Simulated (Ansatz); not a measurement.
What DFT gives for Sc3Mn2

```
Sc Mn
1.0
     2.36665    4.09915    0.00000
    -2.36665    4.09915    0.00000
    -2.36665    1.36638    5.02052
Sc Mn
3 2
Direct
  0.40500 0.19000 0.21500
  0.59500 0.81000 0.78500
  0.00000 0.00000 0.00000
  0.80130 0.39740 0.40390
  0.19870 0.60260 0.59610
```

Single point in Ansatz 0.2.0 with r2SCAN, spin-orbit coupling. Cutoff 500 eV, PAW datasets, 5×5×5 Γ-centred k mesh, fermi-dirac filling (width 0.1 eV).

Magnetic state (reached from a saved solution, and it need not be the lowest): Sc1 along (0.42, -0.24, -0.88), Sc2 along (0.42, -0.24, -0.88), Sc3 along (0.41, -0.24, -0.88), Mn4 along (-0.41, 0.24, 0.88), Mn5 along (-0.41, 0.24, 0.88).

**Forces.** The largest is on Mn4 (and as large on other atoms): 0.19 eV/Å, components (0.00, 0.00, -0.19). It makes 71° with the line to a nearest neighbour, Sc1 at 2.89 Å.
**Electronic structure.** It is a metal, with about 6.9 states/eV a cell as the mean within 0.25 eV of the Fermi level, mostly Sc d (58 %) and Mn d (22 %).
**Stress.** The pressure is 3.0 GPa (compression positive), so with the atoms held at these fractions the cell would first expand. The principal stresses 0.5, 4.3, 4.3 GPa differ, so its shape would change too.
**Moments.** Sc1 0.49, Sc2 0.49, Sc3 0.60, Mn4 3.94, Mn5 3.94 μB of spin moment in Bader basins; net size 6.30 μB a cell.
**Charges.** Bader charges in e: Sc +0.93 to +1.05, Mn -1.51. In the mean Sc gives up most and Mn takes most.

Origin: a known structure type with other elements, at an estimated volume, so it need not be a known compound. Caveats: the k mesh is coarse if the cell is a metal.
